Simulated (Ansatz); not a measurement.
Na (bcc (W type), space group No. 229) under volume change, the program Ansatz at the PBEsol level (PAW), scaled uniformly.

```csv
V (Å³/atom),E − E(relaxed) (meV/atom),P (GPa)
33.017,8.4,0.88
34.105,3.5,0.55
35.194,0.8,0.25
36.282,0.0,0.00
37.371,0.8,-0.22
38.459,2.9,-0.41
39.548,6.3,-0.58
```

**Question.** What does a third-order Birch–Murnaghan fit give for V₀, B₀ and B′?

**Answer.** V₀ = 36.28 Å³/atom, B₀ = 7.9 GPa, B′ = 3.7.

Space group Im-3m (bcc (W type)). Symmetry was held in the PBEsol relaxation.

Potentials: the later of the program's two PAW sets.
